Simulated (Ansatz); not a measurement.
B$_{2}$O$_{3}$:
Space group P-62c (No. 190); a = 4.3863 Å, b = 4.3863 Å, c = 6.6688 Å, α = 90.00°, β = 90.00°, γ = 120.00°

| atom | site | symmetry | x | y | z |
|---|---|---|---|---|---|
| O | 6h | m.. | 0.3332 | 0.0456 | 0.2500 |
| B | 2d | -6.. | 0.6667 | 0.3333 | 0.2500 |
| B | 2b | -6.. | 0.0000 | 0.0000 | 0.2500 |

Relaxed at zero pressure with the program Ansatz at the PBE+D3(BJ) level (PAW).

Question: The volume is lowered by 9 % and shape and atoms relax at that volume. What pressure results, and how do the axes share the change?

Answer: 2.4 GPa; a -0.7 %, b -0.7 %, c -7.7 %; the energy rises by 6 meV/atom.

Question: Give the new structure.

Answer: 
Space group P-62c (No. 190); a = 4.354 Å, b = 4.354 Å, c = 6.158 Å, α = 90.00°, β = 90.00°, γ = 120.00°

```csv
atom,site,symmetry,x,y,z
O,6h,m..,0.3332,0.0415,0.2500
B,2d,-6..,0.6667,0.3333,0.2500
B,2b,-6..,0.0000,0.0000,0.2500
```

The phase is kept; no other phase was compared at this pressure.

The start of the workflow was typed in or built on a structure type; neither database checked (COD, Materials Project) lists it. COD files the formula under space group No. 144, 152. Its standing as an ambient phase is unchecked. The cell was relaxed with PBE+D3(BJ) under the symmetry of its start; whether a distortion lowers the energy is not shown.

Potentials: the earlier of the program's two PAW sets.
